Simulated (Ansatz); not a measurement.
Cu Kα1 powder pattern (kinematic, no thermal factors).
2θ (°) (relative intensity): 13.02 (40), 15.80 (1), 20.52 (100), 26.21 (8), 27.54 (42), 30.57 (36), 34.59 (26), 38.38 (100), 43.04 (14), 44.77 (26), 48.69 (36), 49.05 (12), 50.62 (7), 51.86 (9), 53.93 (7), 56.13 (7), 56.85 (6), 58.59 (5), 59.71 (11), 61.10 (10), 61.61 (13), 63.64 (21), 68.28 (4), 69.06 (1), 71.36 (3), 71.61 (4), 73.88 (5), 75.12 (5), 75.59 (14), 78.06 (4), 78.09 (2), 79.56 (4), 80.54 (2), 82.21 (6), 84.02 (20), 84.66 (4), 87.07 (4), 88.27 (2), 89.00 (4)

The pattern is computed from a structure relaxed with DFT PBE, scalar-relativistic, plane waves, PAW in Ansatz. No spin polarisation. Its elements are Mg, S, Sn.

**Question.** Give the structure.

**Answer.** MgSn$_{3}$S$_{6}$.
Space group P-31m (No. 162). a = 6.473 Å, b = 6.473 Å, c = 6.795 Å, α = 90.00°, β = 90.00°, γ = 120.00°
```
atom  site  symmetry       x       y       z
  Mg    1a      -3.m  0.0000  0.0000  0.0000
  Sn    2c       3.2  0.3333  0.6667  0.0000
  Sn    1b      -3.m  0.0000  0.0000  0.5000
   S    6k       ..m  0.3390  0.0000  0.2150
```

A pattern alone doesn't exclude other cells with like lines; this is the one computed.

The cell was found from a structure generator's guess, not taken from experiment.
